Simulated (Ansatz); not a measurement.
The calculation used DFT PBE, scalar-relativistic, plane waves, PAW in Ansatz. Settings: cutoff 420 eV, Γ-centred meshes spaced at most about 0.3 Å⁻¹, and about 0.25 Å⁻¹ or finer for metals (2π included), Gaussian smearing. No spin polarisation in the final relaxations.

These are static total energies at zero pressure. All come from trial cells, and lower structures may exist.

Question: Order these relaxed structures of CaOsC2 by energy, lowest first, with the energy over the lowest of them.
1.

```
CELL_PARAMETERS angstrom
3.38520 0.00000 0.00000
-1.69260 2.93167 0.00000
0.00000 0.00000 11.75415
ATOMIC_POSITIONS crystal
Ca 0.00000 0.00000 0.37715
Ca 0.00000 0.00000 0.87715
Os 0.33333 0.66667 0.15831
Os 0.66667 0.33333 0.65831
C 0.33333 0.66667 0.00622
C 0.66667 0.33333 0.21038
C 0.66667 0.33333 0.50622
C 0.33333 0.66667 0.71038
```

2.

```
CELL_PARAMETERS angstrom
3.41546 0.00000 0.00000
-1.70773 2.95788 0.00000
0.00000 0.00000 12.40393
ATOMIC_POSITIONS crystal
Ca 0.33333 0.66667 0.39733
Ca 0.66667 0.33333 0.89733
Os 0.00000 0.00000 0.15377
Os 0.00000 0.00000 0.65377
C 0.00000 0.00000 0.00857
C 0.33333 0.66667 0.19231
C 0.00000 0.00000 0.50857
C 0.66667 0.33333 0.69231
```

Answer: 1 (0 meV/atom), 2 (140 meV/atom). Forms: 1 P6_3mc; 2 P6_3mc. Counting C atoms around Ca and Os (those within 1.25 times the shortest such distance or 1.15 times the sum of covalent radii, 1.27 where that leaves under three; a plus sign parts nearer from farther groups): cell 1 has Ca 3+3, Os 1+3; cell 2 has Ca 4, Os 1+3. Even the lowest lies +0.56 eV/atom against the elements.

Spin–orbit coupling, which can matter for Os, is left out. Cells relaxed within their symmetry can be saddle points. The P6_3mc cell of CaOsC2 came from shaking the P6_3mc one. Some structure types and database cells were kept out of the candidates from the start, so a known form may be missing.
